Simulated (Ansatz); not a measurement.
## GdGa2 (P6/mmm): couplings from the magnetic force theorem

Geometry: a structure as deposited in COD; nothing is relaxed.

Settings: PBEsol, 8×8×5 k mesh, Fermi–Dirac smearing of 0.03 eV. PAW means Ansatz 0.2.0 on its default frozen-core files. Site moments are integrated in spheres about the atoms.

The run was typed so:

```yaml
crystal:
  lattice:
    - [4.223, 0.0, 0.0]
    - [-2.1115, 3.6572252802, 0.0]
    - [0.0, 0.0, 4.137]
  atoms:
    - { symbol: Gd, position: [0.0, 0.0, 0.0], spin: 7.0 }
    - { symbol: Ga, position: [0.3333333333, 0.6666666667, 0.5] }
    - { symbol: Ga, position: [0.6666666667, 0.3333333333, 0.5] }
magnetization:
  spin_polarized: true
kpoints:
  mp_grid: { grid: [8, 8, 5] }
  band_path:
    path:
      - [0.0, 0.0, 0.0]
      - [0.5, 0.0, 0.0]
      - [0.3333333333, 0.3333333333, 0.0]
      - [0.0, 0.0, 0.0]
      - [0.0, 0.0, 0.5]
      - [0.5, 0.0, 0.5]
      - [0.3333333333, 0.3333333333, 0.5]
      - [0.0, 0.0, 0.5]
      - [0.5, 0.0, 0.5]
    npoints: 8
scf:
  occupations: { method: fermi_dirac, width: 0.03 }
hamiltonian:
  xc: pbesol
  pseudopotentials: { kind: paw }
output:
  eigenvalues: false
  eigenstates:
    nscf_kmesh: { grid: [8, 8, 5] }
    top_band: c45
    exchange_couplings: { magnetic: [{ species: Gd }] }
```

Command: `ansatz run input.yaml --threads 2 --pin off --max-ram 6144MiB --backend cpu --events-out ev --progress --plain --runs-dir out`

Site moments (μB): Gd1 7.02, Ga2 -0.01, Ga3 -0.01. Cell moment 7.13 μB.

Couplings come from the force theorem (directions of the magnetic atoms constrained, all else relaxed) on a 8×8×5 mesh, with E = −Σ J e_i·e_j over ordered pairs of unit vectors, so positive J favours parallel moments.

```csv
pair,count,J PAW (meV)
Gd1–Gd at 4.14 Å,2,+0.48
Gd1–Gd at 4.22 Å,6,-0.43
Gd1–Gd at 5.91 Å,12,+0.20
Gd1–Gd at 7.31 Å,6,-0.04
Gd1–Gd at 8.27 Å,2,-0.13
Gd1–Gd at 8.40 Å,12,+0.14
Gd1–Gd at 8.45 Å,6,-0.02
Gd1–Gd at 9.29 Å,12,+0.10
Gd1–Gd at 9.40 Å,12,-0.05
```

The program reports that this state isn't the lowest of its own couplings. The gain of the softest rotation is smaller than what its band sum leaves out of a whole turn, though, so more bands could change its sign.

The couplings come from one mesh, and their convergence in k wasn't tested.

The PAW files were made with PBE; the program remakes their cores once for the run's functional and then keeps them frozen. Without U a semilocal functional puts the f levels too near the Fermi level, which can change moments and the order of magnetic states; site and cell moments are spin moments. Spin–orbit coupling is left out although heavy atoms are present. With open f shells a run can end in a state that isn't the lowest. The magnetic state is the one that this cell and start allow. It needn't be the compound's measured order, which may need a larger cell or be absent.
